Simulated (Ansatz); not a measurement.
ZnF₂:
```cif
data_F8Zn4
_chemical_formula_sum 'Zn4 F8'
_space_group_name_H-M_alt 'Pbcn'
_space_group_IT_number 60
_space_group_name_Hall '-P 2n 2ab'
_cell_length_a 4.67324
_cell_length_b 5.65988
_cell_length_c 5.13896
_cell_angle_alpha 90.000
_cell_angle_beta 90.000
_cell_angle_gamma 90.000
loop_
_space_group_symop_operation_xyz
  'x, y, z'
  '-x, -y, -z'
  '-x+1/2, -y+1/2, z+1/2'
  'x+1/2, y+1/2, -z+1/2'
  'x+1/2, -y+1/2, -z'
  '-x+1/2, y+1/2, z'
  '-x, y, -z+1/2'
  'x, -y, z+1/2'
loop_
_atom_site_label
_atom_site_type_symbol
_atom_site_symmetry_multiplicity
_atom_site_Wyckoff_symbol
_atom_site_fract_x
_atom_site_fract_y
_atom_site_fract_z
_atom_site_occupancy
Zn1 Zn 4 c 0.00000 0.16178 0.75000 1
F1 F 8 d 0.23144 0.11227 0.41955 1
```

Relaxed with r²SCAN. r²SCAN (plane waves, PAW; program Ansatz) gives a gap of 4.42 eV.

Question: What gap does HSE06 give on the same cell (Ansatz, PAW)?

Answer: 6.27 eV, 1.84 eV more. The hybrid was solved on a coarser mesh and at special points; its gap is the smallest among all of these.

Cost on shared cores: the r²SCAN run (SCF on a 6×5×6 mesh, then bands and DOS) around 7 core-minutes (rough), the HSE06 run (SCF on 4×3×3, then a few points) around 3 core-minutes (rough); the tasks are unlike.

The workflow started from a Materials Project entry (that database holds measured and hypothetical structures alike); the Crystallography Open Database copy checked does not list it. COD files the formula under space group No. 136, so this cell is another polymorph or a model. Whether it is the stable phase at ambient conditions was not checked. The r²SCAN relaxation kept the symmetry of its start; its stability against distortions is not shown here.

Potentials: the later of the program's two PAW sets.
